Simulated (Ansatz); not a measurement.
A relaxed structure of BN. Space group P6₃mc (No. 186), AFLOW prototype AB_hP8_186_ab_ab (B5, as in SiC). Level of theory: PBEsol (plane waves to 420 eV, PAW, scalar-relativistic; Ansatz, a program for electronic structure).

Space group P6₃mc (No. 186); a = b = 2.5451 Å, c = 8.3660 Å, α = β = 90.00°, γ = 120.00°

| atom | site | symmetry | x | y | z |
|---|---|---|---|---|---|
| B | 2a | 3m. | 0.0000 | 0.0000 | 0.4998 |
| B | 2b | 3m. | 0.3333 | 0.6667 | 0.2505 |
| N | 2a | 3m. | 0.0000 | 0.0000 | 0.3132 |
| N | 2b | 3m. | 0.3333 | 0.6667 | 0.0622 |

```yaml
volume_per_atom: 5.87 Å³
density: 3.51 g/cm³
band_gap: 5.37 eV, indirect (valence top at Γ, conduction bottom at M) (no spin-orbit coupling)
smallest_direct_gap: 7.42 eV at M
shortest_distances: B–N 1.56 Å; B–B 2.55 Å; N–N 2.55 Å
k-mesh: 15×15×4
```

Band energies at high-symmetry points (eV from the VBM; labels of this space group; no spin-orbit coupling), from −5 eV up to 9.3 eV:

```csv
point,energies
Γ,-2.06 -2.06 -1.22 -1.22 -1.11 -1.11 -0.14 0.00 0.00 8.57 8.57 8.72 9.29
M,-3.80 -3.73 -3.54 -2.65 -2.05 5.37 5.74 7.92
K,-4.29 -4.29 -2.99 7.43 7.43
A,-2.02 -2.02 -1.82 -1.82 -1.82 -1.82 -0.38 -0.38 -0.38 -0.38 9.05 9.05 9.05 9.05 9.16 9.16
L,-4.68 -4.68 -3.53 -3.53 -2.63 -2.63 5.86 5.86 8.28 8.28
H,-4.03 -4.03 -3.85 -3.85 6.65 6.65
```

No spin polarisation in the result.

The run could not lose the symmetry of its start.

The first start was generated by placing the elements on the sites of a structure type. A measured structure of BN has the same space group, P6₃mc (No. 186); the sites were not compared with it.
